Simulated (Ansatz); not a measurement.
The cell below belongs to a search over invented structures; it isn't taken from experiment.

Input and command of a plane-wave DFT calculation in Ansatz:

```yaml
crystal:
  lattice:
    - [-2.2203580989, 2.2203580989, 8.3121160172]
    - [2.2203580989, -2.2203580989, 8.3121160172]
    - [2.2203580989, 2.2203580989, -8.3121160172]
  atoms:
    - { symbol: Bi, position: [0.875101377, 0.875101377, 0.0] }
    - { symbol: Bi, position: [0.124898623, 0.124898623, 0.0] }
    - { symbol: Te, position: [0.659922513, 0.659922513, 0.0] }
    - { symbol: Te, position: [0.340077487, 0.340077487, 0.0] }
    - { symbol: O, position: [0.0, 0.0, 0.0] }
basis:
  ecutwfc: 500
kpoints:
  mp_grid: { grid: [12, 12, 12] }
hamiltonian:
  xc: r2scan
scf:
  occupations: { method: gaussian, width: 0.02 }
output:
  forces: true
  stress: true
  eigenvalues: true
```

```bash
ansatz run input.yaml --threads 1 --pin off --max-ram 2560MiB --backend cpu --events-out ev --progress --plain --runs-dir out
```

Processor: Intel(R) Xeon(R) 6975P-C (Granite Rapids), 1 thread, on a host shared with other jobs.

Q: Estimate time, memory and problem size.

A: About 61 s, peak memory 1.4 GiB. It solves 41 bands at 163 k points (after reduction by symmetry) with about 4139 plane waves, in 9 SCF iterations.
